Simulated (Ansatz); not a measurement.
ZnCu2SnS4 in space group Pmn2_1 (No. 31; Pearson symbol oP16), the program Ansatz at the r²SCAN level (PAW), all energies at zero smearing, with the estimated change up to a 700 eV cutoff added, with one set of potentials and settings (totals compare only within such a set). Cell of 16 atoms (2 Zn, 4 Cu, 2 Sn, 8 S): -52509.176 eV.

```
element                reference phase  E (eV/atom)
-------  -----------------------------  -----------
Zn       P6_3/mmc, 2 atoms in the cell   -3325.6729
Cu          Fm-3m, 1 atoms in the cell   -6631.2396
Sn          Fd-3m, 2 atoms in the cell   -6038.6401
S           P2/c, 32 atoms in the cell    -905.8156
```

Formation energy per atom, worked out: (-52509.176 − 2×(-3325.6729) − 4×(-6631.2396) − 2×(-6038.6401) − 8×(-905.8156))/16 = -0.567 eV/atom (-55 kJ per mol of atoms), at 0 K, without zero-point energy or fitted corrections.

The first step of the workflow began from a Materials Project structure, measured or hypothetical; the Crystallography Open Database copy checked does not list it. With Zn and Sn taken as one species the cell has the higher symmetry Pmc2_1, so it may be an ordered model of a mixed-site phase. It is not the phase usual at ambient conditions (space group No. 82). Symmetry was held in the r²SCAN relaxation; whether a distortion lowers the energy is not shown. No spin polarisation was allowed. The references are the lowest solids computed at this level, not always the standard phases. Spin–orbit coupling is left out wherever it is not named.

Potentials: the later of the program's two PAW sets.
